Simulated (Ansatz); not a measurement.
An ordered 8-atom cell of Al3BP4 on the zincblende lattice (R3m), relaxed with r2SCAN. The symmetry is R3m (No. 160, trigonal); conventional cell a = 3.717 Å, c = 36.913 Å, 18.40 Å³ an atom. B has 4 P at 1.97–2.23 Å; Al has 4 P at 2.32–2.37 Å; Al has 4 P at 2.32–2.36 Å; P has 3 B at 2.23 Å and 1 Al at 2.37 Å; P has 4 Al at 2.32–2.36 Å; P has 1 B at 1.97 Å and 3 Al at 2.32 Å.

```yaml
crystal:
  lattice:
    - [1.85846, 1.07298, 12.30448]
    - [-1.85846, 1.07298, 12.30448]
    - [0.00000, -2.14596, 12.30448]
  atoms:
    - { symbol: B, position: [0.00196, 0.00196, 0.00196] }
    - { symbol: Al, position: [0.25434, 0.25434, 0.25434] }
    - { symbol: Al, position: [0.50014, 0.50014, 0.50014] }
    - { symbol: Al, position: [0.74592, 0.74592, 0.74592] }
    - { symbol: P, position: [0.31853, 0.31853, 0.31853] }
    - { symbol: P, position: [0.56398, 0.56398, 0.56398] }
    - { symbol: P, position: [0.80974, 0.80974, 0.80974] }
    - { symbol: P, position: [0.05540, 0.05540, 0.05540] }
```

The questions ask for values computed with Ansatz on this geometry. No spin polarisation. The prototype was imposed, so other structures may be more stable.

Given (8×8×8 mesh): With PBE the gap is 1.18 eV and direct, at Γ. The lowest empty level at F lies only 30 meV higher, so the place of the conduction bottom isn't settled.

Problem. What does r2SCAN give for the gap (8×8×8 mesh)?

Solution. r2SCAN gives a direct gap of 1.43 eV at Γ. The gap differs by +0.25 eV from PBE's.

Problem. How does the gap change from PBE to HSE06 (4×4×4)?

Solution. With HSE06 the valence top lies at Γ and the conduction bottom at F, 1.89 eV higher; the smallest vertical gap, at Γ, is 1.99 eV. The gap differs by +0.71 eV from PBE's.

Problem. How does the gap change from PBE to PBE0 (4×4×4)?

Solution. The PBE0 gap is indirect, 2.59 eV (Γ to F), below the direct gap of 2.69 eV at Γ. The gap differs by +1.41 eV from PBE's.
